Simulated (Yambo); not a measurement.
YOF (space group P4/nmm, No. 129), G0W0@LDA in Yambo; all else as in the reference (4×4×2 Γ-centred k mesh, 156 bands and a 8 Ry block in the screening, 156 bands in G with the Bruneval-Gonze terminator, plasmon pole fitted at 27.2 eV). One parameter is varied: the cutoff of the wavefunctions in Yambo, over 10, 20, 30, 50, 84 Ry.

**Question.** From which value on does the gap (0.25, 0.25, -0.5) → Γ stay within 0.05 eV of the largest setting?

**Answer.** From 20 Ry on.
```
cutoff of the wavefunctions in Yambo (Ry)  G0W0 gap (eV)  valence shift (eV)
-----------------------------------------  -------------  ------------------
10                                                  6.43               -0.42
20                                                  6.73               -0.80
30                                                  6.75               -0.88
50                                                  6.76               -0.91
84                                                  6.76               -0.91
```
The last step of the sweep still moves the gap by 4 meV; the other settings are held fixed.

Geometry of the Materials Project entry, not relaxed at this level; primitive cell a = b = 3.832 Å, c = 5.447 Å, α = β = γ = 90.00°.

The structure is a Materials Project entry; no match was found in the copy of COD used, and its stability was not checked.

A shift is the quasiparticle energy of the state minus its LDA energy.
